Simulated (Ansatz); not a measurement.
Input:

TiSi2:
```cif
data_Si16Ti8
_chemical_formula_sum 'Ti8 Si16'
_space_group_name_H-M_alt 'Fddd :1'
_space_group_IT_number 70
_space_group_name_Hall 'F 2 2 -1d'
_cell_length_a 4.72334
_cell_length_b 8.12236
_cell_length_c 8.44387
_cell_angle_alpha 90.000
_cell_angle_beta 90.000
_cell_angle_gamma 90.000
loop_
_space_group_symop_operation_xyz
  'x, y, z'
  '-x, -y, z'
  'x, -y, -z'
  '-x, y, -z'
  '-x+1/4, -y+1/4, -z+1/4'
  'x+1/4, y+1/4, -z+1/4'
  '-x+1/4, y+1/4, z+1/4'
  'x+1/4, -y+1/4, z+1/4'
  'x, y+1/2, z+1/2'
  '-x, -y+1/2, z+1/2'
  'x, -y+1/2, -z+1/2'
  '-x, y+1/2, -z+1/2'
  '-x+1/4, -y+3/4, -z+3/4'
  'x+1/4, y+3/4, -z+3/4'
  '-x+1/4, y+3/4, z+3/4'
  'x+1/4, -y+3/4, z+3/4'
  'x+1/2, y, z+1/2'
  '-x+1/2, -y, z+1/2'
  'x+1/2, -y, -z+1/2'
  '-x+1/2, y, -z+1/2'
  '-x+3/4, -y+1/4, -z+3/4'
  'x+3/4, y+1/4, -z+3/4'
  '-x+3/4, y+1/4, z+3/4'
  'x+3/4, -y+1/4, z+3/4'
  'x+1/2, y+1/2, z'
  '-x+1/2, -y+1/2, z'
  'x+1/2, -y+1/2, -z'
  '-x+1/2, y+1/2, -z'
  '-x+3/4, -y+3/4, -z+1/4'
  'x+3/4, y+3/4, -z+1/4'
  '-x+3/4, y+3/4, z+1/4'
  'x+3/4, -y+3/4, z+1/4'
loop_
_atom_site_label
_atom_site_type_symbol
_atom_site_symmetry_multiplicity
_atom_site_Wyckoff_symbol
_atom_site_fract_x
_atom_site_fract_y
_atom_site_fract_z
_atom_site_occupancy
Ti1 Ti 8 b 0.50000 0.50000 0.50000 1
Si1 Si 16 f 0.00000 0.16391 0.00000 1
```
(The calculation used a cell of 6 atoms; values per cell refer to that cell.)

This is the LDA-relaxed structure.

Q: All from LDA (plane waves, PAW; program Ansatz), unless another level is named. Estimate the electronic character.

A: metallic (no gap).

Q: What about the formation energy from the elements (no fitted shifts)?

A: -0.66 eV/atom.

Q: Give the density of states at the Fermi level.

A: 0.37 states/eV per atom (mean over ±0.08 eV).

The cell was relaxed with LDA under the symmetry of its start. The run is not spin-polarised. The references are the lowest solids computed at this level, not always the standard phases.

Potentials: the earlier of the program's two PAW sets.
